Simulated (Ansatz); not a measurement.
# Bi$_{2}$Te$_{3}$: pressure against volume, fitted

```yaml
crystal:
  lattice:
    - [2.19300, 1.26613, 10.16567]
    - [-2.19300, 1.26613, 10.16567]
    - [0.00000, -2.53226, 10.16567]
  atoms:
    - { symbol: Bi, position: [0.40000, 0.40000, 0.40000] }
    - { symbol: Bi, position: [0.60000, 0.60000, 0.60000] }
    - { symbol: Te, position: [0.00000, 0.00000, 0.00000] }
    - { symbol: Te, position: [0.20950, 0.20950, 0.20950] }
    - { symbol: Te, position: [0.79050, 0.79050, 0.79050] }
```

Atom numbers follow the list: Bi1, Bi2, Te3, Te4, Te5.

The conventional cell has a = 4.386 Å, b = 4.386 Å, c = 30.497 Å, α = 90.00°, β = 90.00°, γ = 120.00°. Around Bi (atom 1) lie 6 Te at 3.07 to 3.25 Å. Te (atom 3) is surrounded by 6 Bi at 3.25 Å. Te (atom 4) is surrounded by 3 Bi at 3.07 Å.

The cell is COD entry 9011962, as deposited and not checked against the literature; nothing was relaxed.

Spin–orbit coupling is left out, though it moves levels of the heavy atoms by tenths of an eV or more.

These are results of Ansatz 0.2.0, DFT, PBEsol, all-electron LAPW, scalar-relativistic, not measurements.

Numerical set-up: a Γ-centred 7×7×7 k mesh, Fermi–Dirac smearing of 0.08 eV, basis error target 1 meV/atom, no spin polarisation.

The cell is scaled evenly. Fractional coordinates are held (clamped ions).

```
V (Å³/atom)  P (GPa)
     32.517     1.70
     33.194     0.50
     33.533    -0.06
     33.871    -0.58
     34.210    -1.07
     34.549    -1.54
     35.226    -2.40
     35.904    -3.16
```

Problem. Fit a third-order Birch–Murnaghan curve to the pressures.

Solution. P = (3B0/2)(y^(7/2) − y^(5/2))[1 + (3/4)(B0′ − 4)(y − 1)] with y = (V0/V)^(2/3) fits within 0.01 GPa for V0 = 33.497 Å³/atom, B0 = 53.5 GPa and B0′ = 4.62.

Problem. Predict the pressure at the withheld volume, 31.839 Å³/atom.

Solution. There y = 1.0344, so the fit gives 3.05 GPa; the run gave 3.04 GPa.
